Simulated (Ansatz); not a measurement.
Input and command of a calculation in Ansatz (plane waves; scalar-relativistic PAW potentials unless the input names others):

```yaml
crystal:
  lattice:
    - [6.6160010944, 0.0, 5.88e-08]
    - [-3.3080005472, 5.7296250192, -5.88e-08]
    - [-1.6540002472, 0.954937488, 2.96204729]
  atoms:
    - { symbol: Pb, position: [0.0, 0.5, 0.0] }
    - { symbol: Pb, position: [0.5, 0.5, 0.0] }
    - { symbol: Pb, position: [0.0, 0.0, 0.0] }
    - { symbol: Pb, position: [0.5, 0.0, 0.0] }
basis:
  ecutwfc: 420
kpoints:
  mp_grid: { grid: [6, 6, 12] }
hamiltonian:
  xc: lda
  hubbard: { sites: [{ species: Pb, l: f, u_eff: 4.0 }] }
scf:
  occupations: { method: gaussian, width: 0.1 }
  max_iter: 60
output:
  forces: true
  eigenvalues: true
  stress: true
```

```bash
ansatz run input.yaml --threads 8 --pin off --max-ram 20480MiB --backend cpu --events-out ev --progress --plain --runs-dir out
```

Question: What is wrong with this input?

Answer: The program refuses it, because of a U on a shell that isn't there (hamiltonian.hubbard: not typed → {"sites": [{"species": "Pb", "l": "f", "u_eff": 4.0}]}). Without that key it is accepted.

Abridged log:
```
Error: inconsistent input (hamiltonian.hubbard.sites[].l, hamiltonian.hubbard.sites[].shell): hamiltonian.hubbard: the Pb pseudopotential carries no l=3 pseudo-atomic shell — pick an l its table provides
```